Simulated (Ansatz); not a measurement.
Ansatz input file:

```yaml
crystal:
  lattice:
    - [2.8621655562, 0.0, 0.0]
    - [0.0, 2.8621655562, 0.0]
    - [0.0, 0.0, 32.0175794467]
  atoms:
    - { symbol: Ni, position: [0.5, 0.5, 0.343561262] }
    - { symbol: Al, position: [0.0, 0.0, 0.3882580443] }
    - { symbol: Ni, position: [0.5, 0.5, 0.4329548266] }
    - { symbol: Al, position: [0.0, 0.0, 0.4776516089] }
    - { symbol: Ni, position: [0.5, 0.5, 0.5223483911] }
    - { symbol: Al, position: [0.0, 0.0, 0.5670451734] }
    - { symbol: Ni, position: [0.5, 0.5, 0.6117419557] }
    - { symbol: Al, position: [0.0, 0.0, 0.656438738] }
basis:
  ecutwfc: 420
kpoints:
  mp_grid: { grid: [12, 12, 1] }
hamiltonian:
  xc: pbesol
scf:
  occupations: { method: gaussian, width: 0.1 }
output:
  forces: true
  stress: true
  eigenvalues: true
efield:
  axis: 3
  dipole_correction: true
  ramp_width: 0.04
```

Launched with
```bash
ansatz run input.yaml --threads 1 --pin off --max-ram 2560MiB --backend cpu --events-out ev --progress --plain --runs-dir out
```

All numbers below come from DFT PBEsol, scalar-relativistic, plane waves, PAW (Ansatz).

Abridged output:

```
Pseudopotentials: kind: paw
Pseudopotential: Ni, paw, valence charge 18, recommended cutoff 420 eV (normal)
Pseudopotential: Al, paw, valence charge 3, recommended cutoff 420 eV (normal)
Functional definition: PBEsol
Crystal: 8 atoms, lattice volume = 262.288 Å³
Basis set: ecut = 420 eV, 5151 PW (Γ), exchange–correlation on 40×40×432 points (8 copies of the dense FFT grid, shifted against one another)
Bands: 51, of which v1, the nominal top of the filled ones, is band 42 counted from 1 (41 counted from 0)
Symmetry: 8 space group operations
Space group: P4mm (ITA 99), of the structure as read, at distance tolerance 6.4e-5 Å
k-points: 28 of 144
Initial density: superposition of atomic densities (neutral atoms: chi_scale 0, normalization atom), corrected by the library's trained network
Initial wavefunctions: pseudopotential atomic-orbital guess
Functional: x = pbesol(κ = 0.804, μ = 0.12345679), c = pbesol(β = 0.046)
SCF iter   1: F=—  HF=-25320.717211 eV  |F-HF|=—  |Δ(HF+E_count)|=         —  Δρ=1.22e-2  dr2=4.23e-1  ethr=1.77e-3  p=0.024 e·Å  D=1.68e-2 V/Å  ΔV_dip=-0.54 eV  dr2_dipole=7.18e-2  V_vac-E_F(+/−)=4.22/4.76 eV  ⟨swp⟩=10.6  Hψ=7159  notcnv=0  defer=11
efield: sawtooth ramp at fractional position 0.9800 (placed from the atoms, in the widest stretch of the axis that holds none; the zero of the levels goes with the place), width 0.0400; the density the first Hamiltonian is built on has a dipole p = 0.024 e·Å; the dipole correction subtracts the counter field D = 1.68e-2 V/Å, which shifts the + side's vacuum level by -0.54 eV against the − side's; the planar-averaged density in the ramp window peaks in size at 5.1e-6 e/Å³
SCF iter   2: F=—  HF=-25320.753688 eV  |F-HF|=—  |Δ(HF+E_count)|=   3.65e-2  Δρ=1.76e-2  dr2=4.87e-1  ethr=5.04e-4  p=0.027 e·Å  D=1.85e-2 V/Å  ΔV_dip=-0.59 eV  dr2_dipole=2.71e-3  V_vac-E_F(+/−)=4.20/4.79 eV  ⟨swp⟩=2.5  Hψ=2530  notcnv=0  defer=67
SCF iter   3: F=—  HF=-25320.695828 eV  |F-HF|=—  |Δ(HF+E_count)|=   5.79e-2  Δρ=5.81e-3  dr2=6.33e-2  ethr=5.04e-4  p=0.024 e·Å  D=1.68e-2 V/Å  ΔV_dip=-0.54 eV  dr2_dipole=5.61e-3  V_vac-E_F(+/−)=4.20/4.74 eV  ⟨swp⟩=2.1  Hψ=2009  notcnv=0  defer=67
SCF iter   4: F=—  HF=-25320.693141 eV  |F-HF|=—  |Δ(HF+E_count)|=   2.69e-3  Δρ=1.26e-3  dr2=2.72e-3  ethr=7.54e-5  p=0.023 e·Å  D=1.60e-2 V/Å  ΔV_dip=-0.51 eV  dr2_dipole=1.73e-7  V_vac-E_F(+/−)=4.21/4.72 eV  ⟨swp⟩=2.3  Hψ=2351  notcnv=0  defer=67
SCF iter   5: F=—  HF=-25320.693003 eV  |F-HF|=—  |Δ(HF+E_count)|=   1.37e-4  Δρ=5.31e-4  dr2=6.95e-4  ethr=3.23e-6  p=0.023 e·Å  D=1.60e-2 V/Å  ΔV_dip=-0.51 eV  dr2_dipole=1.16e-5  V_vac-E_F(+/−)=4.20/4.71 eV  ⟨swp⟩=2.6  Hψ=2597  notcnv=0  defer=72
SCF iter   6: F=—  HF=-25320.693139 eV  |F-HF|=—  |Δ(HF+E_count)|=   1.36e-4  Δρ=1.87e-4  dr2=1.35e-4  ethr=8.27e-7  p=0.023 e·Å  D=1.60e-2 V/Å  ΔV_dip=-0.51 eV  dr2_dipole=1.97e-5  V_vac-E_F(+/−)=4.20/4.71 eV  ⟨swp⟩=2.1  Hψ=1976  notcnv=0  defer=72
SCF iter   7: F=—  HF=-25320.693200 eV  |F-HF|=—  |Δ(HF+E_count)|=   6.10e-5  Δρ=9.70e-5  dr2=2.31e-5  ethr=1.61e-7  p=0.023 e·Å  D=1.61e-2 V/Å  ΔV_dip=-0.51 eV  dr2_dipole=1.31e-6  V_vac-E_F(+/−)=4.20/4.72 eV  ⟨swp⟩=2.1  Hψ=1734  notcnv=0  defer=72
SCF iter   8: F=—  HF=-25320.693192 eV  |F-HF|=—  |Δ(HF+E_count)|=   8.16e-6  Δρ=4.04e-5  dr2=4.12e-6  ethr=2.76e-8  p=0.023 e·Å  D=1.61e-2 V/Å  ΔV_dip=-0.52 eV  dr2_dipole=2.59e-7  V_vac-E_F(+/−)=4.20/4.72 eV  ⟨swp⟩=2.0  Hψ=1936  notcnv=0  defer=72
SCF iter   9: F=—  HF=-25320.693194 eV  |F-HF|=—  |Δ(HF+E_count)|=   2.23e-6  Δρ=1.35e-5  dr2=6.70e-7  ethr=4.91e-9  p=0.023 e·Å  D=1.61e-2 V/Å  ΔV_dip=-0.52 eV  dr2_dipole=4.36e-8  V_vac-E_F(+/−)=4.20/4.72 eV  ⟨swp⟩=1.9  Hψ=1689  notcnv=0  defer=72
SCF iter  10: F=—  HF=-25320.693195 eV  |F-HF|=—  |Δ(HF+E_count)|=   1.31e-6  Δρ=6.67e-6  dr2=1.69e-7  ethr=7.97e-10  p=0.023 e·Å  D=1.62e-2 V/Å  ΔV_dip=-0.52 eV  dr2_dipole=9.66e-9  V_vac-E_F(+/−)=4.20/4.72 eV  ⟨swp⟩=2.0  Hψ=1915  notcnv=0  defer=72
SCF iter  11: F=-25320.693196 eV  HF=-25320.693196 eV  |F-HF|=2.30e-8  |Δ(HF+E_count)|=   3.02e-7  Δρ=3.38e-6  dr2=6.09e-8  ethr=1.19e-10  p=0.023 e·Å  D=1.62e-2 V/Å  ΔV_dip=-0.52 eV  dr2_dipole=1.16e-8  V_vac-E_F(+/−)=4.20/4.72 eV  ⟨swp⟩=14.4  Hψ=6355  notcnv=0
SCF 1 converged in 11 iterations: F = -25320.693196 eV  dr2 = 6.09e-8
SCF converged after 11 iterations
Free energy (F): -25320.693196 eV
Harris-Foulkes:  -25320.693196 eV  (|F-HF|=2.30e-8)
Internal energy: -25320.667111 eV  (E = F + TS)
E sigma→0 (E₀):  -25320.680153 eV
Entropy (-TS):   -0.026085 eV (-3.261 meV/atom)
Fermi energy:    2.276651 eV
Dipole field:    D = 0.016044 V/Å  (p = 0.023256 e·Å, saw-weighted, corrected)
Work function:   Φ+ = 4.2056 eV   Φ− = 4.7193 eV
Levels:          The Fermi level and band energies are counted from a zero that moves with the ramp; work functions are not
--- Per-component energies (eV) ---
  E_band       = -2307.887012
  E_kinetic    = 1240.792024
  E_local      = -192142.220768  (includes V_loc(G=0)·N_el)
  E_nonlocal   = 2600.685140
  E_hartree    = 94343.974329
  E_xc         = -497.782768
  E_vxc        = -556.832120  (∫ρ·V_xc dr)
  E_paw        = -8215.190921  (= ΣΔE_a)
  E_vpaw       = -2139.021549  (= ΣTr[D̂ρ^β])
  E_aug_tail   = 0.001655  (compensation charges beyond the density's cutoff)
  E_efield     = 0.000187  (sawtooth field / dipole correction)
  E_vefield    = 0.689198  (∫n·V_field dr)
  E_ewald      = 77348.208300
  E_core_change = 0.865711  (= ΣΔE_core)
  E_smearing   = -0.026085  (= −TS)
--- Forces (eV/Å), atoms counted from 1 ---
  atom   1  Ni     0.00000000     0.00000000     0.74239782
  atom   2  Al     0.00000000     0.00000000    -1.02883449
  atom   3  Ni     0.00000000     0.00000000     0.41089030
  atom   4  Al     0.00000000     0.00000000    -0.07984489
  atom   5  Ni     0.00000000     0.00000000    -0.14490730
  atom   6  Al     0.00000000     0.00000000     0.01165506
  atom   7  Ni     0.00000000     0.00000000     0.31020339
  atom   8  Al     0.00000000     0.00000000    -0.22146819
--- Stress (GPa, compression-positive) ---
       -2.084933       0.000000       0.000000
        0.000000      -2.084933       0.000000
        0.000000       0.000000      -0.574372
  P = ⅓ Tr σ = -1.5814 GPa (-15.814 kbar)
--- Band table (eV; the first three rows and the last of 28) ---
  k-point 0: bands = ["-100.8240", "-100.8192", "-100.7665", "-99.9266", "-61.3813", "-61.3813", "-61.3791", "-61.3700", "-61.3700", "-61.3641", "-61.3325", "-61.3325", "-61.2924", "-60.4925", "-60.4802", "-60.4802", "-8.7961", "-7.9995", "-6.7745", "-5.2454", "-3.5169", "-1.9899", "-1.2169", "-1.0499", "-0.8760", "-0.7005", "-0.6200", "0.0259", "0.0259", "0.2678", "0.2766", "0.2766", "0.5363", "0.5363", "0.6592", "0.7005", "0.7430", "1.3974", "1.3974", "1.4031", "1.5965", "1.7263", "2.4384", "4.0894", "5.7760", "6.4341", "6.8746", "7.3358", "7.7743", "8.1017", "8.1017"]
  k-point 1: bands = ["-100.8239", "-100.8191", "-100.7664", "-99.9265", "-61.3830", "-61.3812", "-61.3790", "-61.3717", "-61.3699", "-61.3640", "-61.3341", "-61.3323", "-61.2922", "-60.4924", "-60.4818", "-60.4801", "-8.6671", "-7.8729", "-6.6528", "-5.1424", "-3.4046", "-1.9113", "-1.1794", "-1.0483", "-0.8690", "-0.6822", "-0.5804", "-0.0182", "0.0366", "0.1888", "0.2854", "0.3100", "0.4768", "0.5420", "0.6043", "0.6496", "0.6930", "1.2962", "1.4027", "1.4409", "1.6634", "1.6890", "2.5502", "4.2130", "5.8881", "6.5578", "6.8113", "7.0151", "7.4640", "7.6343", "7.9096"]
  k-point 2: bands = ["-100.8236", "-100.8188", "-100.7661", "-99.9262", "-61.3876", "-61.3808", "-61.3785", "-61.3763", "-61.3695", "-61.3636", "-61.3387", "-61.3320", "-61.2918", "-60.4920", "-60.4862", "-60.4797", "-8.2828", "-7.4961", "-6.2922", "-4.8417", "-3.0758", "-1.6919", "-1.1281", "-1.0406", "-0.8850", "-0.6529", "-0.4819", "-0.1165", "0.0421", "0.0661", "0.2538", "0.3082", "0.4290", "0.4599", "0.5053", "0.5550", "0.5775", "1.1142", "1.4144", "1.5215", "1.5921", "1.7988", "2.8381", "4.4520", "4.9031", "5.7501", "6.3270", "6.8010", "6.9819", "7.3845", "7.8522"]
  k-point 27: bands = ["-100.8208", "-100.8161", "-100.7634", "-99.9235", "-61.4040", "-61.4040", "-61.3927", "-61.3927", "-61.3747", "-61.3600", "-61.3552", "-61.3552", "-61.2881", "-60.5021", "-60.5021", "-60.4886", "-3.0457", "-2.6590", "-2.2060", "-1.8525", "-1.8525", "-1.5032", "-1.5032", "-0.9794", "-0.9794", "-0.9705", "-0.5641", "-0.4075", "-0.4075", "-0.2377", "0.6513", "0.6965", "0.6965", "1.1939", "1.2105", "1.2408", "1.4456", "1.6006", "1.6006", "2.1073", "2.8359", "2.8359", "3.7563", "3.9230", "4.3676", "4.4276", "4.6357", "4.7729", "4.7729", "4.9363", "5.2707"]
```

The calculation finished and met its thresholds.

Time: 38 s on 1 thread of Arm Neoverse V2, on a shared host, peak memory 0.55 GiB.

Spin polarisation was left out, and a magnetic state may lie lower.